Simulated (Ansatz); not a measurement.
Ge3Mo5 in space group I4/mcm (No. 140; Ge on 4a, Ge on 8h, Mo on 16k, Mo on 4b) at seven volumes, plane-wave PAW r²SCAN (Ansatz code), shape and atoms relaxed at each. One row is withheld.

```tsv
V (Å³/atom)	P (GPa)
13.672	26.87
14.123	16.38
14.574	?
15.025	0.00
15.475	-6.32
15.926	-11.64
16.377	-16.04
```

Q: Fit the shown pressures and predict the withheld one.

A: P = (3/2)B₀(x^(7/2) − x^(5/2))[1 + (3/4)(B′ − 4)(x − 1)] with x = (V₀/V)^(2/3). Least squares on the six rows gives V₀ = 15.024 Å³/atom, B₀ = 228 GPa, B′ = 4.70. At V = 14.574, x = 1.0205 and P = 7.45 GPa. The run itself gave 7.50 GPa.

The first step of the workflow began from a Materials Project structure, measured or hypothetical; the Crystallography Open Database copy checked does not list it. Its standing as an ambient phase is unchecked. The cell was relaxed with r²SCAN under the symmetry of its start; its stability against distortions is not shown here. No spin polarisation was allowed.

Potentials: the later of the program's two PAW sets.
